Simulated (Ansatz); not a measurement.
All numbers below come from DFT PBE, scalar-relativistic, plane waves, PAW (Ansatz 0.2.0). The final run on the 6-atom cell used 420 eV, a Γ-centred 10×10×10 mesh, 0.10 eV smearing and collinear spin.

Formation energies are uncorrected and refer to the elements' standard structures at the same level.

Problem. Give a relaxed trial structure of a cubic metal with formula TiAl5, with a formation energy near −0.08 eV/atom and a density near 3.05 g/cm³, in a cell of 6 atoms.

Solution. TiAl5, space group F-43m (No. 216). Ti has 16 Al at 3.05–3.18 Å; Al on a site of symmetry -43m has 12 Al at 3.05 Å and 4 Ti at 3.18 Å; around Al on a site of symmetry 3m lie 6 Al at 2.60 Å, 3 Ti at 3.05 Å and 3 Al at 3.05 Å.

```
CELL_PARAMETERS angstrom
0.00000 3.67714 3.67714
3.67714 0.00000 3.67714
3.67714 3.67714 0.00000
ATOMIC_POSITIONS crystal
Ti 0.00000 0.00000 0.00000
Al 0.25000 0.25000 0.25000
Al 0.62510 0.62510 0.12471
Al 0.62510 0.12471 0.62510
Al 0.12471 0.62510 0.62510
Al 0.62510 0.62510 0.62510
```

- Volume per atom: 16.57 Å³
- Density: 3.05 g/cm³
- Formation energy: −0.08 eV/atom
- Gap on the 10×10×10 mesh of the 6-atom cell: 0 eV (a metal)
- Net moment per atom: 0.00 μB
- Moment by site: all under 0.1 μB

The structure comes from a generated guess, relaxed at this level; another structure or a mixture of phases may lie lower. The answer needn't be unique; the calculation gave this one.

A later test with randomly moved atoms came back to the same energy, though modes that don't fit the test's cell weren't probed. Another cell of TiAl5 relaxed alike but without spin, in I4/mmm, lies 14 meV/atom lower, so this cell isn't the stable form at this level. Site moments count only spheres around the atoms; the net moment includes the space between them.
